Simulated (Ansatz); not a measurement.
Data:

ZrTa:
```
ZrTa
1.0
    2.84895     0.00000     0.00000
    0.00000     2.84895     0.00000
    0.00000     0.00000     4.85723
Ta Zr
1 1
Cartesian
  0.00000   0.00000   0.00000
  1.42447   1.42447   2.42861
```

This is the PBEsol-relaxed structure.

### Question
All from the program Ansatz at the PBEsol level (PAW), unless another level is named. Give the highest zone-centre frequency.

### Answer
3.24 THz.

### Question
And the bulk modulus (Birch–Murnaghan fit)?

### Answer
138 GPa.

Space group P4/mmm (L1₀ or tetragonal B2). The start of the workflow was typed in or built on a structure type; neither database checked (COD, Materials Project) lists it. Whether it is the stable phase at ambient conditions was not checked. Symmetry was held in the PBEsol relaxation. At this level the phase is mechanically unstable. The run is not spin-polarised. Its formation energy is positive at this level, so the cell may be metastable or incomplete. As this level gives no gap, phonon frequencies hold no LO–TO term and depend on the k-mesh and smearing (Fermi–Dirac, 0.1 eV here). On the denser mesh and wider smearing of the elastic run this cell carries a stress of 0.4 GPa. Spin–orbit coupling is left out wherever it is not named.

Potentials: the earlier of the program's two PAW sets. The files were generated under PBE; for other functionals the program regenerates the frozen cores, and for LDA and PBEsol the local potential too.
